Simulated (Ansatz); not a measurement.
BN:
```xyz
2
Lattice="0.0000 1.8026 1.8026 1.8026 0.0000 1.8026 1.8026 1.8026 0.0000" Properties=species:S:1:pos:R:3 pbc="T T T"
B      0.0000     0.0000     0.0000
N      0.9013     0.9013     0.9013
```

Cartesian axes are those of the cell as given.

### Question
Give the proper piezoelectric stress tensor with relaxed ions from the program Ansatz at the PBEsol level (PAW).

### Answer
In C/m², rows x, y, z, Voigt columns; mesh uncertainty up to 0.00.
```
 0.00   0.00   0.00  -0.78   0.00   0.00
 0.00   0.00   0.00   0.00  -0.78   0.00
 0.00   0.00   0.00   0.00   0.00  -0.78
```

The elastic tensor of the same run (GPa):

|  | 1 | 2 | 3 | 4 | 5 | 6 |
|---|---|---|---|---|---|---|
| 1 | 792 | 181 | 181 | 0.0 | 0.0 | 0.0 |
| 2 | 181 | 792 | 181 | 0.0 | 0.0 | 0.0 |
| 3 | 181 | 181 | 792 | 0.0 | 0.0 | 0.0 |
| 4 | 0.0 | 0.0 | 0.0 | 455 | 0.0 | 0.0 |
| 5 | 0.0 | 0.0 | 0.0 | 0.0 | 455 | 0.0 |
| 6 | 0.0 | 0.0 | 0.0 | 0.0 | 0.0 | 455 |

### Question
Convert to strain constants d = e·S.

### Answer
In pC/N:
```
 0.0   0.0   0.0  -1.7   0.0   0.0
 0.0   0.0   0.0   0.0  -1.7   0.0
 0.0   0.0   0.0   0.0   0.0  -1.7
```

Space group F-43m (zinc blende). Symmetry was held in the PBEsol relaxation. Signs of piezoelectric constants follow the polarity of the cell as given.

Potentials: the earlier of the program's two PAW sets. The files were generated under PBE; for other functionals the program regenerates the frozen cores, and for LDA and PBEsol the local potential too.
